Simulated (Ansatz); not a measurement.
AlN:
```xyz
2
Lattice="0.0000 2.0152 2.0152 2.0152 0.0000 2.0152 2.0152 2.0152 0.0000" Properties=species:S:1:pos:R:3 pbc="T T T"
N      0.0000     0.0000     0.0000
Al     2.0152     2.0152     2.0152
```

Relaxed with HSE06. Special points in fractions of this cell's reciprocal vectors: Γ (0.000, 0.000, 0.000); X (0.500, 0.000, 0.500); U (0.625, 0.250, 0.625); K (0.375, 0.375, 0.750); L (0.500, 0.500, 0.500); W (0.500, 0.250, 0.750).

Q: List the band energies nearest the valence-band maximum at these points for HSE06 (plane waves, PAW; program Ansatz).

A: In eV from the valence-band maximum; about four levels below and three above (degenerate sets whole), none deeper than 8.9 eV; … stands for higher levels left out; points with the same levels are listed once.

| k | below | above |
|---|---|---|
| Γ | 0.00 0.00 0.00 | 7.35 … |
| X | -8.07 -3.07 -3.07 | 6.14 6.52 … |
| U | -7.12 -5.91 -2.53 | 7.35 10.95 … |
| L | -1.20 -1.20 | 7.61 … |
| W | -6.22 -6.22 -4.20 | 9.86 … |

Space group Fm-3m (rock salt). This is a known high-pressure phase of the composition, computed here at zero pressure and temperature. The cell was relaxed with HSE06 under the symmetry of its start; its stability against distortions is not shown here. The hybrid was solved on a coarse mesh, the path and, where they were found, the r²SCAN edge points; its band edges are the extreme levels among these.

Potentials: the later of the program's two PAW sets.
